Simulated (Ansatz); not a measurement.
Input for Ansatz (plane-wave DFT, PAW):

```yaml
crystal:
  lattice:
    - [3.7822748727, 0.0, 0.0]
    - [0.0, 3.7822748727, 0.0]
    - [0.0, 0.0, 3.7822748727]
  atoms:
    - { symbol: V, position: [0.0, 0.5, 0.5] }
    - { symbol: V, position: [0.5, 0.0, 0.5] }
    - { symbol: V, position: [0.5, 0.5, 0.0] }
    - { symbol: Au, position: [0.0, 0.0, 0.0] }
basis:
  ecutwfc: 420
kpoints:
  mp_grid: { grid: [12, 12, 12] }
hamiltonian:
  xc: pbesol
scf:
  occupations: { method: gaussian, width: 0.1 }
output:
  forces: true
  stress: true
  eigenvalues: true
```

Command:
```bash
ansatz run input.yaml --threads 1 --pin off --max-ram 2560MiB --backend cpu --events-out ev --progress --plain --runs-dir out
```

Level of theory: DFT PBEsol, scalar-relativistic, plane waves, PAW (Ansatz).

Abridged output (final results; tables in files aren't shown):

```
SCF 1 converged in 7 iterations: F = -21662.830032 eV  dr2 = 1.72e-9
SCF converged after 7 iterations
Free energy (F): -21662.830032 eV
Harris-Foulkes:  -21662.830032 eV  (|F-HF|=7.57e-10)
Internal energy: -21662.793225 eV  (E = F + TS)
E sigma→0 (E₀):  -21662.811629 eV
Entropy (-TS):   -0.036807 eV (-9.202 meV/atom)
Fermi energy:    19.355667 eV
--- Per-component energies (eV) ---
  E_band       = -589.648366
  E_kinetic    = 1616.973074
  E_local      = -4227.446551  (includes V_loc(G=0)·N_el)
  E_nonlocal   = -59.433969
  E_hartree    = 1902.913963
  E_xc         = -618.746512
  E_vxc        = -774.174377  (∫ρ·V_xc dr)
  E_paw        = -12822.012168  (= ΣΔE_a)
  E_vpaw       = -951.395146  (= ΣTr[D̂ρ^β])
  E_aug_tail   = 0.002006  (compensation charges beyond the density's cutoff)
  E_ewald      = -7455.801585
  E_core_change = 0.758516  (= ΣΔE_core)
  E_smearing   = -0.036807  (= −TS)
--- Forces (eV/Å), atoms counted from 1 ---
  atom   1  V      0.00000000     0.00000000     0.00000000
  atom   2  V      0.00000000     0.00000000     0.00000000
  atom   3  V      0.00000000     0.00000000     0.00000000
  atom   4  Au     0.00000000     0.00000000     0.00000000
--- Stress (GPa, compression-positive) ---
        6.757856       0.000000       0.000000
        0.000000       6.757856       0.000000
        0.000000       0.000000       6.757856
  P = ⅓ Tr σ = 6.7579 GPa (67.579 kbar)
--- Band table (eV; the first three rows and the last of 84) ---
  k-point 0: bands = ["-87.5107", "-44.3994", "-44.2147", "-44.2147", "-38.8558", "-38.8558", "-38.8558", "-18.5658", "-18.5658", "-18.5658", "-18.2398", "-18.2398", "-18.2398", "-17.9436", "-17.9436", "-17.9436", "10.6155", "12.4773", "12.4773", "13.2262", "13.2262", "13.2262", "15.4536", "18.3283", "18.3283", "18.3283", "19.5052", "19.5052", "21.5722", "21.5722", "21.5722", "21.9680", "21.9680", "22.0339", "22.0339"]
  k-point 1: bands = ["-87.5107", "-44.3967", "-44.2175", "-44.2147", "-38.8558", "-38.8558", "-38.8558", "-18.5601", "-18.5601", "-18.5576", "-18.2418", "-18.2418", "-18.2408", "-17.9548", "-17.9479", "-17.9479", "10.7046", "12.5121", "12.5327", "13.2425", "13.2575", "13.2575", "15.5034", "18.2969", "18.3451", "18.3451", "19.3848", "19.5296", "21.0178", "21.0178", "21.5638", "21.6659", "21.9469", "21.9634", "22.1738"]
  k-point 2: bands = ["-87.5107", "-44.3889", "-44.2258", "-44.2145", "-38.8557", "-38.8557", "-38.8555", "-18.5439", "-18.5439", "-18.5336", "-18.2481", "-18.2481", "-18.2438", "-17.9869", "-17.9598", "-17.9598", "10.9624", "12.6091", "12.6970", "13.2881", "13.3466", "13.3466", "15.6422", "18.2099", "18.3780", "18.3780", "18.9836", "19.6031", "20.3233", "20.3233", "21.0166", "21.5419", "21.7392", "21.8711", "21.9820"]
  k-point 83: bands = ["-87.5106", "-44.2748", "-44.2748", "-44.2748", "-38.8592", "-38.8592", "-38.8592", "-18.7015", "-18.5654", "-18.5654", "-18.5654", "-18.0381", "-18.0381", "-18.0381", "-17.9117", "-17.9117", "12.7952", "12.7952", "12.7952", "13.6917", "14.3303", "14.3303", "18.0232", "18.0232", "18.0232", "19.2423", "19.2423", "19.2423", "19.2716", "19.2716", "19.2716", "20.1900", "21.5067", "21.5067", "21.5067"]
```

Self-consistency was reached.

The run took 9.7 s on 1 thread of Arm Neoverse V1, with other jobs on the host, peak memory 0.4 GiB.

Spin–orbit coupling is left out, which can shift energies with elements as heavy as these.